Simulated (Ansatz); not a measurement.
Values for one crystal, relaxed and computed with r²SCAN in the plane-wave PAW code Ansatz; other levels are named.

```yaml
volume_per_atom: 28.28 Å³
band_gap: 4.07 eV (indirect)
Formation energy from the elements (no fitted shifts): -165 kJ/mol-atom
Pressure derivative B′: 5.5
Electron effective mass with spin–orbit coupling: 0.80 mₑ (isotropic)
valence_band_maximum: at X
Gap with spin–orbit coupling: 2.92 eV
```

Question: Which of these materials gives this?
(A) K2LiBiCl6, Fm-3m (K on 8c, Li on 4b, Bi on 4a, Cl on 24e)
(B) Ba2MgMoO6, Fm-3m (Ba on 8c, Mg on 4b, Mo on 4a, O on 24e)
(C) Cs2NaAlH6, Fm-3m (Cs on 8c, Na on 4b, Al on 4a, H on 24e)
(D) K3NaS2O8, P-3m1 (Pearson symbol hP14)

Answer: A, K2LiBiCl6, Fm-3m (K on 8c, Li on 4b, Bi on 4a, Cl on 24e)

The workflow started from a Materials Project entry (that database holds measured and hypothetical structures alike); the Crystallography Open Database copy checked does not list it. Whether it is the stable phase at ambient conditions was not checked. Symmetry was held in the r²SCAN relaxation; its stability against distortions is not shown here. The references are the lowest solids computed at this level, not always the standard phases (solids in place of the gases). Scalar-relativistic: spin–orbit coupling is off unless named, which matters more the heavier the elements.

Potentials: the later of the program's two PAW sets.
